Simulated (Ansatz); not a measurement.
An Ansatz input:

```yaml
crystal:
  lattice:
    - [0.0, 2.8091345367, 2.8091345367]
    - [2.8091345367, 0.0, 2.8091345367]
    - [2.8091345367, 2.8091345367, 0.0]
  atoms:
    - { symbol: Pd, position: [0.125, 0.125, 0.125] }
    - { symbol: Pd, position: [0.875, 0.875, 0.875] }
hamiltonian:
  xc: lda
  pseudopotentials:
    kind: paw_fr
    azcp:
      Pd: "pseudopotentials/Pd.paw.azcp"
basis:
  ecutwfc: 420
  fft_grid_basis: typed
kpoints:
  mp_grid: { grid: [10, 10, 10], shift: [0, 0, 0] }
magnetization:
  noncollinear: true
  spin_orbit: true
scf:
  occupations: { method: fermi_dirac, width: 0.1 }
```

Terminal output

```
Warning: the record states the generating functional pbe (its physics header spells it `PBE`), which answers neither for hamiltonian.xc's functional nor for the lda family's — results may be inconsistent (PPs are generated against a specific XC)
Engine: ansatz 0.2.0, x86_64-unknown-linux-gnu
Pseudopotentials: kind: paw_fr
Pseudopotential: Pd, paw_fr, valence charge 18, recommended cutoff 420 eV (normal) 
Functional definition: SPW92
  exchange = slater_x
  correlation = pw_c
non-collinear run that drives no moment, with spin-orbit: no starting moment large enough to seed its density (crystal.atoms[].spin), no starting occupations that ask for one, no magnetisation constraint and no magnetic field, so the semilocal B_xc is pinned to zero
Crystal: 2 atoms, lattice volume = 44.335 Å³
Basis set: ecut = 420 eV, 893 PW (Γ)
Bands: 44, of which v1, the nominal top of the filled ones, is band 36 counted from 1 (35 counted from 0)
Symmetry: 48 space group operations + 48 with time reversal
Magnetic group: BNS 227.129 (UNI 1631), of the structure as read, at distance tolerance 3.5e-5 Å
k-points: 47 of 1000
Projection manifold: j_resolved (fully-relativistic pseudo-atomic orbitals)
Non-local potential: Pd, projectors of the file, l = 0: 2, l = 1: 4, l = 2: 4, l = 3: 2
PAW form: soft (Blöchl's): semilocal exchange-correlation on the pseudo side does not see the compensation charge
PAW frozen core: Pd, regenerated for the run's functional, and the local potential with it (the file was generated under x = pbe(κ = 0.804, μ = 0.2195149727645171), c = pbe(β = 0.06672455060314922))
PAW one-centre angular grid: Pd, 590 points (default); XC on 64 Gauss nodes
Initial density: superposition of atomic densities (chi_scale 0.1, normalization cell)
Initial wavefunctions: pseudopotential atomic-orbital guess
Functional: x = slater, c = lda
SCF iter   1: F=—  HF=-13693.316832 eV  |F-HF|=—  |Δ(HF+E_count)|=         —  Δρ=1.52e-1  dr2=1.23e1  dr2_m=0.00e0 (ungated)  ethr=3.10e-3  |M|=0.00e0 ∫|m|=0.00e0 μB  |m|>n=0.0e0 m-floor=0.0e0 τ_xc=0.0e0  β_m=0.30  ⟨swp⟩=9.8  Hψ=5536  notcnv=0  defer=12
SCF iter   2: F=—  HF=-13691.184500 eV  |F-HF|=—  |Δ(HF+E_count)|=    2.13e0  Δρ=7.46e-2  dr2=3.13e0  dr2_m=0.00e0 (ungated)  ethr=3.10e-3  |M|=0.00e0 ∫|m|=0.00e0 μB  |m|>n=0.0e0 m-floor=0.0e0 τ_xc=0.0e0  β_m=0.44  ⟨swp⟩=2.9  Hψ=2116  notcnv=0  defer=40
SCF iter   3: F=—  HF=-13690.443839 eV  |F-HF|=—  |Δ(HF+E_count)|=   7.41e-1  Δρ=1.87e-2  dr2=7.21e-2  dr2_m=0.00e0 (ungated)  ethr=3.10e-3  |M|=0.00e0 ∫|m|=0.00e0 μB  |m|>n=0.0e0 m-floor=0.0e0 τ_xc=0.0e0  β_m=0.63  ⟨swp⟩=2.4  Hψ=1745  notcnv=0  defer=40
SCF iter   4: F=—  HF=-13690.432448 eV  |F-HF|=—  |Δ(HF+E_count)|=   1.14e-2  Δρ=1.90e-3  dr2=1.12e-3  dr2_m=0.00e0 (ungated)  ethr=2.00e-4  |M|=0.00e0 ∫|m|=0.00e0 μB  |m|>n=0.0e0 m-floor=0.0e0 τ_xc=0.0e0  β_m=0.81  ⟨swp⟩=2.0  Hψ=2097  notcnv=0  defer=58
SCF iter   5: F=—  HF=-13690.432511 eV  |F-HF|=—  |Δ(HF+E_count)|=   6.24e-5  Δρ=6.25e-4  dr2=1.52e-4  dr2_m=0.00e0 (ungated)  ethr=3.10e-6  |M|=0.00e0 ∫|m|=0.00e0 μB  |m|>n=0.0e0 m-floor=0.0e0 τ_xc=0.0e0  β_m=0.86  ⟨swp⟩=2.3  Hψ=1739  notcnv=0  defer=58
SCF iter   6: F=—  HF=-13690.432495 eV  |F-HF|=—  |Δ(HF+E_count)|=   1.60e-5  Δρ=1.75e-4  dr2=1.32e-5  dr2_m=0.00e0 (ungated)  ethr=4.22e-7  |M|=0.00e0 ∫|m|=0.00e0 μB  |m|>n=0.0e0 m-floor=0.0e0 τ_xc=0.0e0  β_m=0.81  ⟨swp⟩=2.1  Hψ=1546  notcnv=0  defer=58
SCF iter   7: F=—  HF=-13690.432491 eV  |F-HF|=—  |Δ(HF+E_count)|=   3.57e-6  Δρ=2.03e-5  dr2=1.92e-7  dr2_m=0.00e0 (ungated)  ethr=3.67e-8  |M|=0.00e0 ∫|m|=0.00e0 μB  |m|>n=0.0e0 m-floor=0.0e0 τ_xc=0.0e0  β_m=0.91  ⟨swp⟩=2.5  Hψ=1658  notcnv=0  defer=58
SCF iter   8: F=-13690.432491 eV  HF=-13690.432491 eV  |F-HF|=7.28e-11  |Δ(HF+E_count)|=   1.44e-8  Δρ=7.23e-7  dr2=2.52e-10  dr2_m=0.00e0 (ungated)  ethr=2.78e-10  |M|=0.00e0 ∫|m|=0.00e0 μB  |m|>n=0.0e0 m-floor=0.0e0 τ_xc=0.0e0  ⟨swp⟩=2.1  Hψ=2099  notcnv=0
SCF 1 converged in 8 iterations: F = -13690.432491 eV  dr2 = 2.52e-10
SCF converged after 8 iterations
Magnetization: |M| = 0.0000 μB,  M = (+0.0000, +0.0000, +0.0000) μB
Absolute magnetization: 0.0000 μB (∫|m|)
  site 0: m = (+0.0000, +0.0000, +0.0000) μB, |m| = 0.0000 μB  (R = 1.00 Å)
  site 1: m = (+0.0000, +0.0000, +0.0000) μB, |m| = 0.0000 μB  (R = 1.00 Å)
Free energy (F): -13690.432491 eV
Harris-Foulkes:  -13690.432491 eV  (|F-HF|=7.28e-11)
Internal energy: -13690.269260 eV  (E = F + TS)
E sigma→0 (E₀):  -13690.350875 eV
Entropy (-TS):   -0.163232 eV (-81.616 meV/atom)
Fermi energy:    11.279385 eV
--- Per-component energies (eV) ---
  E_band       = -581.354644
  E_kinetic    = 1027.852954
  E_local      = -5248.130297  (includes V_loc(G=0)·N_el)
  E_nonlocal   = 444.909499
  E_hartree    = 2139.261077
  E_xc         = -332.653744
  E_vxc        = -419.113452  (∫ρ·V_xc dr)
  E_paw        = -7249.609241  (= ΣΔE_a)
  E_vpaw       = -665.394452  (= ΣTr[D̂ρ^β])
  E_aug_tail   = 0.000396  (compensation charges beyond the density's cutoff)
  E_ewald      = -4473.268523
  E_core_change = 1.368619  (= ΣΔE_core)
  E_smearing   = -0.163232  (= −TS)
  E_closure    = -0.000000  (closes the sum)
  Σ components = -13690.432491   (vs F -13690.432491, Δ=0.00e0)
```
